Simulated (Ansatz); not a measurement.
# Ansatz run, SrAgAs2

input.yaml (Ansatz 0.2.0)

```yaml
crystal:
  lattice:
    - [4.222446, 0.0, 0.0]
    - [2.111223, -9.645311, 0.0]
    - [0.0, 0.0, -4.59126]
  atoms:
    - { symbol: As, position: [0.942, 0.116, 0.75] }
    - { symbol: As, position: [0.058, 0.884, 0.25] }
    - { symbol: As, position: [0.181, 0.638, 0.75] }
    - { symbol: As, position: [0.819, 0.362, 0.25] }
    - { symbol: Ag, position: [0.062, 0.876, 0.75] }
    - { symbol: Ag, position: [0.938, 0.124, 0.25] }
    - { symbol: Sr, position: [0.32, 0.36, 0.75] }
    - { symbol: Sr, position: [0.68, 0.64, 0.25] }
  symmetry: { tolerance: 0.0003 }
kpoints:
  mp_grid: { grid: [7, 7, 7], shift: [0, 0, 0] }
  band_path:
    path:
      - [0.0, 0.0, 0.0]
      - [0.0, -0.5, 0.0]
      - [0.47604447, -0.26197776, 0.0]
      - [0.52395553, 0.26197776, 0.0]
      - [0.0, 0.0, 0.0]
      - [0.0, 0.0, -0.5]
      - [0.52395553, 0.26197776, -0.5]
      - [0.47604447, -0.26197776, -0.5]
      - [0.0, -0.5, -0.5]
      - [0.0, -0.5, 0.0]
      - [0.0, 0.0, 0.0]
    npoints: 6
magnetization:
  spin_polarized: false
scf:
  occupations: { method: fermi_dirac }
  lower_state_search: "off"
  max_iter: 200
hamiltonian:
  pseudopotentials: { kind: paw }
  xc: pbe
basis:
  ecutwfc: 420
  fft_grid_basis: typed
output:
  forces: true
  stress: true
  eigenvalues: true
  bader: true
  populations: true
  elf: true
  write_potential: true
  volumetric_format: npy
  dos:
    e_range: [-12, 8]
    de: 0.05
    projected: { site_lists: { Ag: [Ag], As: [As], Sr: [Sr] } }
checkpoint:
  read: saved_state
```

The saved state is an earlier solution for the same cell, perhaps on another mesh. 

Output (shortened):

```
Pseudopotentials: kind: paw
Pseudopotential: As, paw, valence charge 15, recommended cutoff 420 eV (normal), As.paw.azcp
Pseudopotential: Ag, paw, valence charge 19, recommended cutoff 420 eV (normal), Ag.paw.azcp
Pseudopotential: Sr, paw, valence charge 10, recommended cutoff 420 eV (normal), Sr.paw.azcp
Functional definition: PBE
  exchange = pbe_x(kappa = kappa, mu = beta*pi^2/3)
  correlation = pbe_c(beta = beta)
Crystal: 8 atoms, lattice volume = 186.987 Å³
Basis set: ecut = 420 eV, 3645 PW (Γ), exchange–correlation on 60×144×64 points (8 copies of the dense FFT grid, shifted against one another)
Bands: 71, of which v1, the nominal top of the filled ones, is band 59 counted from 1 (58 counted from 0)
Symmetry: 8 space group operations
Space group: Cmcm (ITA 63), of the structure as read, at distance tolerance 1.7e-3 Å
k-points: 64 of 343
Initial density: read from a saved state, or passed on in memory by an earlier SCF of this step, an earlier step, the calling program or the single point that the run made first
Functional: x = pbe(κ = 0.804, μ = 0.2195), c = pbe(β = 0.0667)
SCF iter   1: F=—  Δρ=2.15e-3  dr2=4.89e-2
SCF iter   2: F=—  Δρ=9.54e-4  dr2=2.27e-3
SCF iter   3: F=—  Δρ=5.19e-4  dr2=1.73e-3
SCF iter   4: F=—  Δρ=1.89e-4  dr2=2.88e-4
SCF iter   5: F=—  Δρ=4.78e-5  dr2=1.45e-5
SCF iter   6: F=—  Δρ=1.05e-5  dr2=4.14e-7
SCF iter   7: F=-41692.4881 eV  Δρ=2.95e-6  dr2=1.68e-8
Free energy (F): -41692.4881 eV
Harris-Foulkes:  -41692.4881 eV  (|F-HF|=4.08e-9)
Internal energy: -41692.3226 eV  (E = F + TS)
E sigma→0 (E₀):  -41692.4054 eV
Entropy (-TS):   -0.1654 eV (-20.676 meV/atom)
Fermi energy:    10.4367 eV
--- Per-component energies (eV) ---
  E_band       = -1796.9904
  E_kinetic    = 1983.6146
  E_local      = -17029.8483  (includes V_loc(G=0)·N_el)
  E_nonlocal   = -2123.0305
  E_hartree    = 8233.2938
  E_xc         = -1045.2393
  E_vxc        = -1127.0216  (∫ρ·V_xc dr)
  E_paw        = -20529.1253  (= ΣΔE_a)
  E_vpaw       = 32.7035  (= ΣTr[D̂ρ^β])
  E_aug_tail   = 0.0007  (compensation charges beyond the density's cutoff)
  E_ewald      = -11181.9884
  E_smearing   = -0.1654  (= −TS)
--- Forces (eV/Å), atoms counted from 1 ---
  atom   1  As     0.0000    -1.9127     0.0000
  atom   2  As     0.0000     1.9127     0.0000
  atom   3  As     0.0000     1.3486     0.0000
  atom   4  As     0.0000    -1.3486     0.0000
  atom   5  Ag     0.0000     0.6918     0.0000
  atom   6  Ag     0.0000    -0.6918     0.0000
  atom   7  Sr     0.0000     1.6243     0.0000
  atom   8  Sr     0.0000    -1.6243     0.0000
--- Stress (GPa, compression-positive) ---
        3.7094       0.0000       0.0000
        0.0000      33.0712       0.0000
        0.0000       0.0000      25.2498
  P = ⅓ Tr σ = 20.6768 GPa (206.768 kbar)
--- Löwdin populations: 8 sites ---
  site symbol       q [e]
     0     As     15.7168
     1     As     15.7168
     2     As     16.1865
     3     As     16.1865
     4     Ag     18.2460
     5     Ag     18.2460
     6     Sr      8.3781
     7     Sr      8.3781
  spilling = 0.0080 (of n_electrons = 118.0000)
--- Bader charges: 8 sites ---
  site symbol  charge [e]  shift [e]
     0     As     -0.2309     0.0041
     1     As     -0.2310     0.0041
     2     As     -0.9739     0.0016
     3     As     -0.9739     0.0016
     4     Ag     -0.0797     0.0057
     5     Ag     -0.0797     0.0057
     6     Sr      1.2845     0.0000
     7     Sr      1.2845     0.0000
```

Total energies depend on the potentials used, so only differences within one code and one set of settings carry meaning.

Origin: a known structure type with other elements, at an estimated volume, so it need not be a known compound. Caveats: many states at the Fermi level without spin polarisation, so a magnetic state may lie lower; atoms or cell far from equilibrium.
